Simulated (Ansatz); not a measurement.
Sn₄Au:
```
CELL_PARAMETERS angstrom
      3.27569    -5.81618     0.00000
      3.27569     5.81618     0.00000
      0.00000     0.00000     6.53040
ATOMIC_POSITIONS crystal
  Sn 0.46885 0.20839 0.83383
  Sn 0.53115 0.79161 0.83383
  Sn 0.20839 0.46885 0.16617
  Sn 0.79161 0.53115 0.16617
  Sn 0.03115 0.29161 0.66617
  Sn 0.96885 0.70839 0.66617
  Sn 0.29161 0.03115 0.33383
  Sn 0.70839 0.96885 0.33383
  Au 0.00000 0.00000 0.00000
  Au 0.50000 0.50000 0.50000
```

Relaxed with PBEsol. Special points in fractions of this cell's reciprocal vectors: Γ (0.000, 0.000, 0.000); Y (-0.500, 0.500, 0.000); C0 (-0.329, 0.671, 0.000); Σ0 (0.329, 0.329, 0.000); Z (0.000, 0.000, 0.500); A0 (0.329, 0.329, 0.500); E0 (-0.329, 0.671, 0.500); T (-0.500, 0.500, 0.500); S (0.000, 0.500, 0.000); R (0.000, 0.500, 0.500).

**Question.** List the band energies nearest the Fermi level at these points for DFT-PBEsol in the program Ansatz with PAW potentials.

**Answer.** In eV from the Fermi level; about four levels below and three above (degenerate sets whole), none deeper than 8.9 eV; points with the same levels are listed once.

```csv
k,below,above
Γ,-1.11 -0.84 -0.37 -0.33,0.28 3.20 3.31
Y,-2.07 -1.57 -0.50 -0.36,0.25 1.16 1.18
C0,-1.19 -1.02 -0.77 -0.26,0.05 0.54 0.62
Z,-3.37 -3.37 -1.61 -1.61,2.05 2.05 2.35 2.35
A0,-0.50 -0.50 -0.10 -0.10,0.81 0.81 1.58 1.58
T,-1.10 -1.10 -0.69 -0.69,0.11 0.11 0.65 0.65
S,-1.99 -1.99 -1.48 -1.48,0.63 0.63 1.08 1.08
R,-0.80 -0.80 -0.25 -0.25,0.57 0.57 0.88 0.88
```

Space group Ccce. The workflow started from a Materials Project entry (that database holds measured and hypothetical structures alike); the Crystallography Open Database copy checked does not list it. COD files the formula under space group No. 41. Whether it is the stable phase at ambient conditions was not checked. The cell was relaxed with PBEsol under the symmetry of its start; whether a distortion lowers the energy is not shown. Scalar-relativistic: spin–orbit coupling is off unless named, which matters more the heavier the elements.

Potentials: the later of the program's two PAW sets.
